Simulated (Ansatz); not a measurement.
Sc₃InB:
```
Sc3InB
1.0
    4.63570     0.00000     0.00000
    0.00000     4.63570     0.00000
    0.00000     0.00000     4.63570
B In Sc
1 1 3
Direct
  0.50000   0.50000   0.50000
  0.00000   0.00000   0.00000
  0.00000   0.50000   0.50000
  0.50000   0.00000   0.50000
  0.50000   0.50000   0.00000
```

Relaxed with PBEsol. Special points in fractions of this cell's reciprocal vectors: Γ (0.000, 0.000, 0.000); X (0.000, 0.500, 0.000); M (0.500, 0.500, 0.000); R (0.500, 0.500, 0.500).

Question: List the band energies nearest the Fermi level at these points for DFT-PBEsol in the program Ansatz with PAW potentials.

Answer: In eV from the Fermi level; about four levels below and three above (degenerate sets whole), none deeper than 8.9 eV; points with the same levels are listed once.

```
k                                below                     above
-  -----------------------------------  ------------------------
Γ              -5.06 -0.09 -0.09 -0.09  0.04 0.04 0.39 0.39 0.39
X              -0.27 -0.27 -0.14 -0.14            0.69 1.08 2.00
M              -0.84 -0.41 -0.41 -0.15       1.65 1.65 1.97 1.97
R  -2.52 -2.52 -2.52 -0.67 -0.67 -0.67            1.91 1.91 1.91
```

Space group Pm-3m (anti-perovskite). The workflow started from an entry of the Crystallography Open Database (COD). Its standing as an ambient phase is unchecked. Symmetry was held in the PBEsol relaxation; of distortions, only those at the zone centre were tested. The run is not spin-polarised. Scalar-relativistic: spin–orbit coupling is off unless named, which matters more the heavier the elements.

Potentials: the later of the program's two PAW sets.
